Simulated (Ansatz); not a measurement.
input.yaml (Ansatz)

```yaml
crystal:
  lattice:
    - [2.5167703228, 0.0, 0.0]
    - [-1.2583851614, 2.179587035, 0.0]
    - [0.0, 0.0, 8.9679574102]
  atoms:
    - { symbol: Cr, position: [1.0, 1.0, 1.0], spin: 1.5 }
    - { symbol: Cr, position: [1.0, 1.0, 0.5], spin: 1.5 }
    - { symbol: Cr, position: [0.3333333333, 0.6666666667, 0.25], spin: -1.5 }
    - { symbol: Cr, position: [0.6666666667, 0.3333333333, 0.75], spin: -1.5 }
hamiltonian:
  xc: blyp
  pseudopotentials:
    kind: paw
    azcp:
      Cr: "pseudopotentials/Cr.paw.azcp"
basis:
  ecutwfc: 420
  fft_grid_basis: typed
kpoints:
  mp_grid: { grid: [16, 16, 4], shift: [0, 0, 0] }
magnetization:
  spin_polarized: true
scf:
  occupations: { method: fermi_dirac, width: 0.05 }
  lower_state_search: "off"
output:
  stress: true
```

Output

```
Engine: ansatz 0.2.0, x86_64-unknown-linux-gnu
Pseudopotentials: kind: paw
Pseudopotential: Cr, paw, valence charge 14, recommended cutoff 420 eV (normal) 
Functional definition: BLYP
  parameter beta = 0.0042
  parameter a = 0.04918
  parameter b = 0.132
  parameter c = 0.2533
  parameter d = 0.349
  exchange = b88_x(beta = beta)
  correlation = lyp_c(a = a, b = b, c = c, d = d)
Crystal: 4 atoms, lattice volume = 49.194 Å³
Basis set: ecut = 420 eV, 983 PW (Γ), exchange–correlation on 36×36×120 points (8 copies of the dense FFT grid, shifted against one another)
Bands: 38, of which v1, the nominal top of the filled ones, is band 28 counted from 1 (27 counted from 0)
Symmetry: 24 space group operations
Space group: P63/mmc (ITA 194), of the structure as read, at distance tolerance 3.7e-5 Å
Magnetic group: BNS 194.263 (UNI 1493), of the structure as read, at distance tolerance 3.7e-5 Å
k-points: 90 of 1024
Non-local potential: Cr, projectors of the file, l = 0: 3, l = 1: 2, l = 2: 3, l = 3: 1
PAW form: soft (Blöchl's): semilocal exchange-correlation on the pseudo side does not see the compensation charge
PAW frozen core: Cr, regenerated for the run's functional, and the local potential with it (the file was generated under x = pbe(κ = 0.804, μ = 0.2195149727645171), c = pbe(β = 0.06672455060314922))
PAW one-centre angular grid: Cr, 590 points (default); XC on 64 Gauss nodes
Initial density: superposition of atomic densities (chi_scale 0.1, normalization cell)
Starting moments: Σ|m| = 6 μB on 4 of 4 sites
Starting magnetic order: compensated ferrimagnet; no operation exchanges its spin sublattices
Initial wavefunctions: pseudopotential atomic-orbital guess
Functional: x = b88, c = lyp
SCF iter   1: F=—  HF=-13541.188684 eV  |F-HF|=—  |Δ(HF+E_count)|=         —  Δρ=1.35e-1 (↑1.35e-1 ↓1.35e-1)  dr2=1.85e1  dr2_m=3.13e0  M=-0.021 μB ∫|m|=2.884 μB  β_m=0.30  ethr=3.10e-3  ⟨swp⟩=3.2  Hψ=20570  notcnv=0  defer=3
SCF iter   2: F=—  HF=-13537.667396 eV  |F-HF|=—  |Δ(HF+E_count)|=    3.52e0  Δρ=7.70e-2 (↑7.56e-2 ↓7.70e-2)  dr2=4.78e0  dr2_m=1.39e0  M=0.044 μB ∫|m|=2.951 μB  β_m=0.30  ethr=3.10e-3  ⟨swp⟩=2.1  Hψ=14053  notcnv=0  defer=307
...
iter 26 did not close the SCF: its close was put off for a magnetic moment that had not settled (scf_convergence_deferred on its scf_iter line)
SCF iter  26: F=-13536.877288 eV  HF=-13536.877288 eV  |F-HF|=1.63e-9  |Δ(HF+E_count)|=   2.12e-8  Δρ=2.57e-6 (↑2.57e-6 ↓2.36e-6)  dr2=2.26e-9  dr2_m=2.28e-9  M=-0.000 μB ∫|m|=0.000 μB  β_m=0.81  ethr=6.50e-11  ⟨swp⟩=2.0  Hψ=19378  notcnv=0
iter 27 did not close the SCF: its close was put off for a magnetic moment that had not settled (scf_convergence_deferred on its scf_iter line)
SCF iter  27: F=-13536.877289 eV  HF=-13536.877289 eV  |F-HF|=5.64e-11  |Δ(HF+E_count)|=   6.29e-9  Δρ=9.09e-7 (↑7.34e-7 ↓9.09e-7)  dr2=2.63e-10  dr2_m=2.08e-10  M=-0.000 μB ∫|m|=0.000 μB  β_m=0.76  ethr=4.04e-12  ⟨swp⟩=1.0  Hψ=19297  notcnv=0
SCF iter  28: F=-13536.877289 eV  HF=-13536.877289 eV  |F-HF|=3.64e-12  |Δ(HF+E_count)|=  4.62e-10  Δρ=2.17e-7 (↑2.17e-7 ↓1.74e-7)  dr2=2.51e-11  dr2_m=1.03e-11  M=-0.000 μB ∫|m|=0.000 μB  ethr=1.00e-12  ⟨swp⟩=1.0  Hψ=18943  notcnv=0
WARN: the starting moments were not kept: the SCF closed with an absolute magnetisation of 1.0e-5 μB, where they sum to 6 μB in size (4 sites). That is at most 0.1 of that sum. Measured as dr2_m measures the in/out step, that magnetisation stands 2.6e-11 eV from none, at or under the dr2_threshold of 1.0e-7 eV: it is no larger than a step whose dr2_m would equal this threshold. The system may hold no moment; this SCF shows only that its start led to no more than that. To try another start: raise the starting moments (crystal.atoms[].spin, magnetization.per_species, magnetization.initial_magnetization, or on a non-collinear deck that types none of these the spinor_matrix: blocks that start its atoms; where the total moment is fixed, keep their sum and leave initial_magnetization as it is; typed ones take the place of any that the run laid by itself, positive ones on a crystal's lanthanoids without a Hubbard term where scf.initial_density.shell_occupations: [] is typed) or, if the notice of its spin-set hold's release reads "site moments contracting" or "site moments show no strong build", lengthen the hold (scf.mixing.spin_hold: { on: { confirm: 4 } }; for m-r²SCAN on two components see the key's manual first). Each may lead to a state that holds a moment. A second SCF, from the converged charge density, with the starting moments and any scf.initial_density.shell_occupations laid on it anew, would have followed, and was not run: the deck does not ask for one (magnetization.retry_lost_moments is false, the default). To let it run, set magnetization.retry_lost_moments: true and run the deck again, where that key's refused combinations let it; where memory then withholds it, that run's warning says so.
SCF 1 converged in 28 iterations: F = -13536.877289 eV  dr2 = 2.51e-11
SCF converged after 28 iterations
Magnetization: -0.0000 μB (28.0000 up, 28.0000 down)
Absolute magnetization: 0.0000 μB (∫|ρ↑−ρ↓|, with the PAW one-centre terms)
Spin contamination: 0.0000 ħ² per cell (⟨S²⟩ above its minimum at these occupations)
Per-site moments (μB) at R_I (Å): [(-2.9934281310526504e-6, 1.0381677581465307), (-2.9934281311499427e-6, 1.0381677581465307), (2.478968068911405e-7, 1.0381677581465307), (2.4789680688253866e-7, 1.0381677581465307)]
Free energy (F): -13536.877289 eV
Harris-Foulkes:  -13536.877289 eV  (|F-HF|=3.64e-12)
Internal energy: -13536.822892 eV  (E = F + TS)
E sigma→0 (E₀):  -13536.850090 eV
Entropy (-TS):   -0.054397 eV (-13.599 meV/atom)
Fermi energy:    18.372069 eV
--- Per-component energies (eV) ---
  E_band       = -614.327685
  E_kinetic    = 1373.348953
  E_local      = -4961.871235  (includes V_loc(G=0)·N_el)
  E_nonlocal   = 317.051625
  E_hartree    = 2158.335411
  E_xc         = -551.127052
  E_vxc        = -701.251807  (∫ρ·V_xc dr)
  E_paw        = -4817.814513  (= ΣΔE_a)
  E_vpaw       = -958.277316  (= ΣTr[D̂ρ^β])
  E_aug_tail   = 0.001483  (compensation charges beyond the density's cutoff)
  E_ewald      = -7054.806724
  E_core_change = 0.059161  (= ΣΔE_core)
  E_smearing   = -0.054397  (= −TS)
  E_closure    = 0.000000  (closes the sum)
  Σ components = -13536.877289   (vs F -13536.877289, Δ=0.00e0)
--- Stress (GPa, compression-positive) ---
       -0.076771       0.000000      -0.000000
        0.000000      -0.076771       0.000000
       -0.000000       0.000000       0.154849
  P = ⅓ Tr σ = 0.0004 GPa (0.004 kbar)
```
